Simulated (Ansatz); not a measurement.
# YSe, one cell by several methods

```
CELL_PARAMETERS angstrom
0.00000 2.81750 2.87500
2.81750 0.00000 2.87500
2.81750 2.81750 0.00000
ATOMIC_POSITIONS crystal
Y 0.00000 0.00000 0.00000
Se 0.50000 0.50000 0.50000
```

Atoms are numbered in the order listed.

The geometry is COD entry 1527462, unchecked; take it as a test cell. The listed cell was then made from it by scaling, straining or moving an atom.

Spin polarisation is left out, and whether a magnetic state lies lower isn't shown here.

Methods: DFT, LDA, PAW with Ansatz's default frozen-core files, scalar-relativistic (Ansatz 0.2.0); DFT, LDA, all-electron PAW with datasets made for the crystal, scalar-relativistic (Ansatz 0.2.0); DFT, LDA, all-electron LAPW, scalar-relativistic (Ansatz 0.2.0).

For PAW: a Γ-centred 7×7×7 k mesh, Fermi–Dirac smearing of 0.03 eV, cutoff 420 eV, no spin polarisation; the PAW files were made with PBE, and the program remakes their frozen cores for this functional. The crystal-made all-electron datasets (AE datasets) take a cutoff of 220 eV at this cell. LAPW targets a basis error of 0.25 meV/atom. The Ansatz runs share mesh, smearing and spin set-up. Plane-wave (PAW) pressures include the program's estimate of the Pulay term.

Stress and pressure are positive in compression.

The change that made this cell: equal xx and yy strain of -2 %.

Spin–orbit coupling is left out, which moves gradients at and beside heavy atoms by some per cent and at worst by a factor of two.

In a metal, gradients converge slowly with the k mesh: the values move by tens of per cent from one mesh to another, at times in sign, so only the comparison on one mesh counts.

```json
{"quantity": "pressure (GPa)", "PAW": "-1.35", "AE datasets": "-1.34", "LAPW": "-1.34"}
{"quantity": "stress xx (GPa)", "PAW": "-0.03", "AE datasets": "-0.02", "LAPW": "-0.02"}
{"quantity": "stress zz (GPa)", "PAW": "-3.98", "AE datasets": "-3.97", "LAPW": "-3.97"}
{"quantity": "field gradient Vzz at Y1 (10²¹ V/m²)", "PAW": "2.13", "AE datasets": "2.10", "LAPW": "–"}
{"quantity": "field gradient Vzz at Se2 (10²¹ V/m²)", "PAW": "1.91", "AE datasets": "1.93", "LAPW": "–"}
```

PAW's pressure differs from the LAPW value by about 0.01 GPa or less. Datasets made for the crystal and LAPW share parts of one code, so their agreement isn't an independent check.
